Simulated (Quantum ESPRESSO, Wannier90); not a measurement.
# Wannier functions of Mg3ZnO4 (Pm-3m)

```xyz
8
Lattice="4.2801 0.0000 0.0000 0.0000 4.2801 0.0000 0.0000 0.0000 4.2801" Properties=species:S:1:pos:R:3 pbc="T T T"
Mg     0.0000     2.1400     2.1400
Mg     2.1400     0.0000     2.1400
Mg     2.1400     2.1400     0.0000
Zn     0.0000     0.0000     0.0000
O      2.1400     0.0000     0.0000
O      0.0000     2.1400     0.0000
O      0.0000     0.0000     2.1400
O      2.1400     2.1400     2.1400
```

Cell from Materials Project (mp-1024045), symmetrised, no further relaxation. Not found in the COD (Crystallography Open Database) copy used; not checked further. Method: LDA plane waves in Quantum ESPRESSO 7.5 (PseudoDojo norm-conserving files, 68 Ry, no spin polarisation, no spin-orbit coupling), Bloch states on a 6×6×6 mesh through Γ, Wannier90 4.0.1. Density: 8×8×8 mesh, cold smearing 0.01 Ry.

A tight-binding model is made by disentanglement and projection with no localisation steps (num_iter = 0), so the 37 orbitals stay atom-like: hydrogen-like Mg: s;p; Zn: s;p;d; O: s;p, axes along x, y, z; frozen window up to 3.60 eV relative to the valence-band maximum. It follows pw.x to 0.7 meV rms for states up to 3.1 eV relative to the valence-band maximum. Matrix elements depend on this choice of orbitals and windows.

The 20 largest hoppings ⟨m,0|H|n,R⟩ between different sites (one of each Hermitian pair; signs follow the real orbitals' lobes; the list may end inside a set of equal values):

```
m            n      R  distance of the centres (Å)  t (eV)
------  ------  -----  ---------------------------  ------
O6 py   Zn4 py  0 0 0                         2.14   2.509
O6 py   Zn4 py  0 1 0                         2.14   2.509
O5 px   Zn4 px  0 0 0                         2.14   2.509
O5 px   Zn4 px  1 0 0                         2.14   2.509
O7 pz   Zn4 pz  0 0 0                         2.14   2.509
O7 pz   Zn4 pz  0 0 1                         2.14   2.509
O8 px   Mg1 px  0 0 0                         2.14   2.241
O8 px   Mg1 px  1 0 0                         2.14   2.241
O8 pz   Mg3 pz  0 0 0                         2.14   2.240
O8 pz   Mg3 pz  0 0 1                         2.14   2.240
O8 py   Mg2 py  0 0 0                         2.14   2.240
O8 py   Mg2 py  0 1 0                         2.14   2.240
O7 px   Mg2 px  0 0 0                         2.14   2.152
Mg3 px   O6 px  1 0 0                         2.14   2.152
O6 px   Mg3 px  0 0 0                         2.14   2.152
Mg2 px   O7 px  1 0 0                         2.14   2.152
O7 py   Mg1 py  0 0 0                         2.14   2.152
Mg1 py   O7 py  0 1 0                         2.14   2.152
O6 pz   Mg1 pz  0 0 0                         2.14   2.152
Mg1 pz   O6 pz  0 0 1                         2.14   2.152
```
